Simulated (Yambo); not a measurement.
RbPbF$_{3}$ (cubic perovskite, space group Pm-3m, No. 221), G0W0@PBEsol in Yambo with this input:

```
rim_cut
gw0
dyson
el_el_corr
HF_and_locXC
ppa
em1d
RandQpts= 1000000
RandGvec= 1 Ry
EXXRLvcs= 84 Ry
VXCRLvcs= 336 Ry
Chimod= "HARTREE"
% BndsRnXp
 1 | 332 |
%
NGsBlkXp= 7 Ry
% LongDrXp
 1.0 | 1.0 | 1.0 |
%
PPAPntXp= 27.2114 eV
% GbndRnge
 1 | 332 |
%
GTermKind= "BG"
DysSolver= "n"
ExtendOut
```

On a 2×2×2 mesh, with wavefunctions cut at 84 Ry, the gap (R → R) is 3.637 eV and the valence edge shifts by -1.169 eV.

What happens with this change: 158 bands in W?

The gap rises by 0.051 eV, to 3.688 eV; the shift of the valence edge becomes -1.055 eV. Neither run is shown to be the converged limit.

The standard potential for Pb keeps a d shell in the valence without the s and p states of that shell. In tests on such compounds this moved G0W0 gaps by up to about 0.9 eV, so absolute quasiparticle energies here are unreliable; differences between settings are what counts.

Spin-orbit coupling is included.

Geometry of the Materials Project entry, not relaxed at this level; primitive cell a = b = c = 4.8617 Å, α = β = γ = 90.00°.

The structure is a Materials Project entry; no match was found in the copy of COD used, and its stability was not checked.

A shift is the quasiparticle energy of the state minus its PBEsol energy.
